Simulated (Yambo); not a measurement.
AlN: sweep of GW parameters

G0W0@PBEsol for AlN (wurtzite, space group P6_3mc, No. 186) in Yambo. Reference settings: 6×6×4 Γ-centred k mesh, 77 bands and a 8 Ry block in the screening, 77 bands in G with the Bruneval-Gonze terminator, plasmon pole fitted at 27.2 eV. The PBEsol gap Γ → Γ on this mesh is 4.10 eV; G0W0 gaps are taken between the same points.

```csv
change from the reference,G0W0 gap Γ → Γ (eV),shift of the valence edge (eV),rough Yambo cost
reference settings,5.58,-0.81,1
"28 bands in W, 28 bands in G",5.62,-0.57,about 1/3
"49 bands in W, 49 bands in G",5.58,-0.72,within a factor of two
1 Ry block,5.71,-0.69,within a factor of two
3 Ry block,5.23,-0.54,within a factor of two
no random integration,5.54,-0.65,–
"49 bands in G, no terminator",5.45,-0.41,–
no terminator,5.51,-0.61,–
```

The reference isn't shown to be the converged limit. Costs are rough (shared machines), scaled to the same edge states, and given only for runs that recompute the screening.

Geometry relaxed with PBEsol; primitive cell a = b = 3.1131 Å, c = 4.9828 Å, α = β = 90.00°, γ = 120.00°.

A shift is the quasiparticle energy of the state minus its PBEsol energy.
